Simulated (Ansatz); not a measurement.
## Nb3Sn: the relaxed cell by functional

The starting cell is an entry of the Crystallography Open Database (1969):

```yaml
crystal:
  lattice:
    - [5.28210, 0.00000, 0.00000]
    - [0.00000, 5.28210, 0.00000]
    - [0.00000, 0.00000, 5.28210]
  atoms:
    - { symbol: Nb, position: [0.25000, 0.00000, 0.50000] }
    - { symbol: Nb, position: [0.50000, 0.75000, 0.00000] }
    - { symbol: Nb, position: [0.75000, 0.00000, 0.50000] }
    - { symbol: Nb, position: [0.50000, 0.25000, 0.00000] }
    - { symbol: Nb, position: [0.00000, 0.50000, 0.75000] }
    - { symbol: Nb, position: [0.00000, 0.50000, 0.25000] }
    - { symbol: Sn, position: [0.00000, 0.00000, 0.00000] }
    - { symbol: Sn, position: [0.50000, 0.50000, 0.50000] }
```

Atoms and cell were relaxed at zero pressure with plane-wave PAW DFT (Ansatz 0.2.0; one set of PAW datasets, made under PBE, for all functionals; 420 eV, r2SCAN 500 eV; 6×6×6 Γ-centred mesh, fermi-dirac occupations of width 0.100 eV; no spin polarisation, no spin-orbit coupling, no dispersion correction), keeping the symmetry (Pm-3n, No. 223).

Question: Which functional gives the smallest cell, and how wide is the spread?

Answer: The relaxed conventional cells:

| functional | a (Å) | volume (Å³/atom) | formation energy (eV/atom) |
| --- | --- | --- | --- |
| LDA | 5.221 | 17.79 | -0.217 |
| PBEsol | 5.259 | 18.18 | -0.219 |
| PBE | 5.319 | 18.81 | -0.177 |
| r2SCAN | 5.305 | 18.66 | -0.230 |
| the entry | 5.282 | 18.42 | – |

LDA gives the smallest volume and PBE the largest, 5.7 % more, the usual order, since LDA overbinds and PBE's gradient terms loosen the lattice. Against the entry's volume: LDA -3.4 %, PBEsol -1.3 %, PBE +2.1 %, r2SCAN +1.3 %; r2SCAN and PBEsol come about as near. The formation energies span 0.05 eV an atom, lowest under r2SCAN.

Caveats: each relaxation keeps the start's symmetry, so a distorted cell may lie lower; computed cells are at 0 K with fixed nuclei, while the entry holds thermal expansion, often some tenths of a per cent in volume and more in soft crystals; formation energies are at zero smearing against the elements' usual phases under the same functional, gases as free molecules, uncorrected; no spin was allowed, so a state with moments may lie lower.
